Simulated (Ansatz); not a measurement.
## ²H nuclear quadrupole resonance in YH3O3

Cell: a computed structure from the Materials Project (it need not be an observed phase), atoms as given.

```cif
data_YH3O3
_symmetry_space_group_name_H-M 'P6_3'
_symmetry_Int_Tables_number 173
_cell_length_a 6.3817
_cell_length_b 6.3817
_cell_length_c 3.5180
_cell_angle_alpha 90.000
_cell_angle_beta 90.000
_cell_angle_gamma 120.000
loop_
_atom_site_label
_atom_site_type_symbol
_atom_site_symmetry_multiplicity
_atom_site_Wyckoff_symbol
_atom_site_fract_x
_atom_site_fract_y
_atom_site_fract_z
Y Y 2 b 0.3333 0.6667 0.8127
H H 6 c 0.8612 0.7192 0.8508
O O 6 c 0.6906 0.6042 0.8081
```

One atom of each set is listed.

Method: Kohn–Sham DFT in Ansatz, PBE, plane waves and PAW, scalar-relativistic, 420 eV cutoff, Γ-centred 4×4×5 k-points, Fermi–Dirac smearing 0.02 eV.

²H: I = 1, Q = 2.858 mb (year-2017 value). Static lattice, zero field.

Question: The simulated lines lie at 0.00180, 0.218, 0.219 MHz. What are |C_Q|, η and |V_zz| at H?

Answer: For I = 1 the lines are ν± = (3/4)|C_Q|(1 ± η/3) and ν₀ = |C_Q|η/2. Here |C_Q| = 0.291 MHz, η = 0.01 and |V_zz| = 4.21 × 10²¹ V/m². The calculation gives V_zz positive; the lines don't show the sign. The site has 1 O at 0.97 Å; also 1 O at 2.22 Å.

At H V_zz points along its bond to O (within 2°).
